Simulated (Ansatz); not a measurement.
# Structure relaxation, Hf3N4

The start is a generated cell, Hf3N4 placed in the spinel structure type. The structure is fully relaxed (lattice and positions, P = 0) with r2SCAN (plane waves to 500 eV, PAW, scalar-relativistic; Ansatz, a program for electronic structure). First-step values are on the input's coarse k-mesh.

Ansatz input (later rounds restart from its end on a renewed k-mesh):
Ansatz 0.2 input:
```yaml
crystal:
  lattice:
    - [0, 4.457597, 4.457597]
    - [4.457597, 0, 4.457597]
    - [4.457597, 4.457597, 0]
  atoms:
    - { symbol: Hf, position: [0.625, 0.625, 0.625] }
    - { symbol: Hf, position: [0.125, 0.625, 0.625] }
    - { symbol: Hf, position: [0.625, 0.125, 0.625] }
    - { symbol: Hf, position: [0.625, 0.625, 0.125] }
    - { symbol: Hf, position: [0.25, 0.25, 0.25] }
    - { symbol: Hf, position: [0, 0, 0] }
    - { symbol: N, position: [0.8626, 0.8626, 0.8626] }
    - { symbol: N, position: [0.4122, 0.8626, 0.8626] }
    - { symbol: N, position: [0.8626, 0.4122, 0.8626] }
    - { symbol: N, position: [0.8626, 0.8626, 0.4122] }
    - { symbol: N, position: [0.3874, 0.3874, 0.3874] }
    - { symbol: N, position: [0.8378, 0.3874, 0.3874] }
    - { symbol: N, position: [0.3874, 0.8378, 0.3874] }
    - { symbol: N, position: [0.3874, 0.3874, 0.8378] }
basis: { ecutwfc: 500, ecutrho_ratio: 4, xc_grid: 4, fft_grid_basis: typed }
kpoints: { mp_grid: { grid: [4, 4, 4] } }
hamiltonian:
  xc: r2scan
  dispersion: none
  pseudopotentials: { kind: paw }
scf: { occupations: { method: fermi_dirac, width: 0.05 } }
relax: { f_tol: 0.01, max_steps: 100, cell: { stress_tol: 0.02 } }
output: { forces: true, stress: true }
```

Q: What pressure does the first self-consistent step give?

A: +12.8 GPa (positive: the cell is compressed).

Q: What is the largest force in the starting geometry, and on which atom (counted from 1)?

A: 2.69 eV/Å, on N7, N8, N9, N10, N11, N12, N13, N14 (atoms numbered as listed).

Q: How do the shortest distances between atoms change?

A: The closest pairs of elements (up to four, under 3.6 Å), start → end: Hf–N 2.12 → 2.08 Å; N–N 2.84 → 3.00 Å; Hf–Hf 3.15 → 3.20 Å.

Q: What band gap does the relaxed structure have at this level?

A: 1.29 eV, indirect (valence top at X, conduction bottom at Γ) (no spin-orbit coupling).

Q: Write out the relaxed structure.

A: 
```cif
data_Hf24N32
_chemical_formula_sum 'Hf24 N32'
_space_group_name_H-M_alt 'Fd-3m :1'
_space_group_IT_number 227
_space_group_name_Hall 'F 4d 2 3 -1d'
_cell_length_a 9.04242
_cell_length_b 9.04242
_cell_length_c 9.04242
_cell_angle_alpha 90.000
_cell_angle_beta 90.000
_cell_angle_gamma 90.000
loop_
_atom_site_label
_atom_site_type_symbol
_atom_site_symmetry_multiplicity
_atom_site_Wyckoff_symbol
_atom_site_fract_x
_atom_site_fract_y
_atom_site_fract_z
_atom_site_occupancy
Hf1 Hf 16 c 0.12500 0.12500 0.12500 1
Hf2 Hf 8 b 0.50000 0.50000 0.50000 1
N1 N 32 e 0.36726 0.36726 0.36726 1
```
(The calculation used a cell of 14 atoms; values per cell refer to that cell.)

The space group stays Fd-3m (No. 227) (the run could not lower it), with 14 atoms in the primitive cell. Final values are on a 5×5×5 k-mesh of the relaxed cell. No spin polarisation in the result.

The run could not lose the symmetry of its start.

The first start was generated by placing the elements on the sites of a structure type. Materials Project lists a structure of Hf3N4 in the same space group, Fd-3m (No. 227); the sites were not compared with it, nor with measured phases.
